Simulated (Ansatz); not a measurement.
Input, command and steps of an Ansatz relaxation.

```yaml
crystal:
  lattice:
    - [4.56626323, 0.0, 0.0]
    - [0.0, 4.56626323, 0.0]
    - [0.0, 0.0, 10.75939482]
  atoms:
    - { symbol: Sr, position: [0.5, 0.0, 0.23660942] }
    - { symbol: Sr, position: [0.0, 0.5, 0.76339058] }
    - { symbol: Cu, position: [0.5, 0.0, 0.63291326] }
    - { symbol: Cu, position: [0.0, 0.0, 0.0] }
    - { symbol: Cu, position: [0.0, 0.5, 0.36708674] }
    - { symbol: Cu, position: [0.5, 0.5, 0.0] }
    - { symbol: Sb, position: [0.0, 0.5, 0.1285345] }
    - { symbol: Sb, position: [0.5, 0.5, 0.5] }
    - { symbol: Sb, position: [0.0, 0.0, 0.5] }
    - { symbol: Sb, position: [0.5, 0.0, 0.8714655] }
basis:
  ecutwfc: 500
kpoints:
  mp_grid: { grid: [8, 8, 4] }
hamiltonian:
  xc: r2scan
scf:
  occupations: { method: gaussian, width: 0.1 }
output:
  forces: true
  stress: true
  eigenvalues: true
relax:
  adjacent_minimum: "off"
  f_tol: 0.005
  max_steps: 80
  cell: { stress_tol: 0.05 }
```

```bash
ansatz run input.yaml --threads 2 --pin off --max-ram 5120MiB --backend cpu --events-out ev --progress --plain --runs-dir out
```

All numbers below come from DFT r2SCAN, scalar-relativistic, plane waves, PAW (Ansatz 0.2.0).

Of 4 frames 3 are shown, positions in Å and forces in eV/Å; the SCF threshold varies from step to step. Steps run on the plane waves of an earlier cell, with a Pulay correction in the pressure. The basis is chosen afresh for the last frame, the zero of the energies, and at times for earlier ones too; energy and pressure can step there, also at an unchanged geometry. Where two frames share a geometry here, they differ by under 2 meV/atom and 0.3 GPa.

```xyz
10
Lattice="4.5663 0.0000 0.0000 0.0000 4.5663 0.0000 0.0000 0.0000 10.7594" Properties=species:S:1:pos:R:3:forces:R:3 pbc="T T T" step=1 free_energy_over_end_meV_per_atom=0.07 pressure_GPa=-0.03
Sr    2.2831    0.0000    2.5458    0.0000    0.0000    0.0163
Sr    0.0000    2.2831    8.2136    0.0000    0.0000   -0.0163
Cu    2.2831    0.0000    6.8098    0.0000    0.0000   -0.0268
Cu    0.0000    0.0000    0.0000    0.0000    0.0000    0.0000
Cu    0.0000    2.2831    3.9496    0.0000    0.0000    0.0268
Cu    2.2831    2.2831    0.0000    0.0000    0.0000    0.0000
Sb    0.0000    2.2831    1.3830    0.0000    0.0000    0.0452
Sb    2.2831    2.2831    5.3797    0.0000    0.0000    0.0000
Sb    0.0000    0.0000    5.3797    0.0000    0.0000    0.0000
Sb    2.2831    0.0000    9.3764    0.0000    0.0000   -0.0452
10
Lattice="4.5620 0.0000 0.0000 0.0000 4.5620 0.0000 0.0000 0.0000 10.7680" Properties=species:S:1:pos:R:3:forces:R:3 pbc="T T T" step=2 free_energy_over_end_meV_per_atom=0.01 pressure_GPa=0.04
Sr    2.2810    0.0000    2.5538    0.0000    0.0000    0.0030
Sr    0.0000    2.2810    8.2142    0.0000    0.0000   -0.0030
Cu    2.2810    0.0000    6.8073    0.0000    0.0000    0.0005
Cu    0.0000    0.0000    0.0000    0.0000    0.0000    0.0000
Cu    0.0000    2.2810    3.9606    0.0000    0.0000   -0.0005
Cu    2.2810    2.2810    0.0000    0.0000    0.0000    0.0000
Sb    0.0000    2.2810    1.3948    0.0000    0.0000   -0.0322
Sb    2.2810    2.2810    5.3840    0.0000    0.0000    0.0000
Sb    0.0000    0.0000    5.3840    0.0000    0.0000    0.0000
Sb    2.2810    0.0000    9.3732    0.0000    0.0000    0.0322
10
Lattice="4.5636 0.0000 0.0000 0.0000 4.5636 0.0000 0.0000 0.0000 10.7671" Properties=species:S:1:pos:R:3:forces:R:3 pbc="T T T" step=4 free_energy_over_end_meV_per_atom=0.00 pressure_GPa=0.00
Sr    2.2818    0.0000    2.5537    0.0000    0.0000    0.0011
Sr    0.0000    2.2818    8.2133    0.0000    0.0000   -0.0011
Cu    2.2818    0.0000    6.8086    0.0000    0.0000   -0.0031
Cu    0.0000    0.0000    0.0000    0.0000    0.0000    0.0000
Cu    0.0000    2.2818    3.9585    0.0000    0.0000    0.0031
Cu    2.2818    2.2818    0.0000    0.0000    0.0000    0.0000
Sb    0.0000    2.2818    1.3912    0.0000    0.0000   -0.0036
Sb    2.2818    2.2818    5.3835    0.0000    0.0000    0.0000
Sb    0.0000    0.0000    5.3835    0.0000    0.0000    0.0000
Sb    2.2818    0.0000    9.3759    0.0000    0.0000    0.0036
```

It took 8.3 min on 2 threads of AMD EPYC (Zen 3) (shared host), peak memory 1.5 GiB.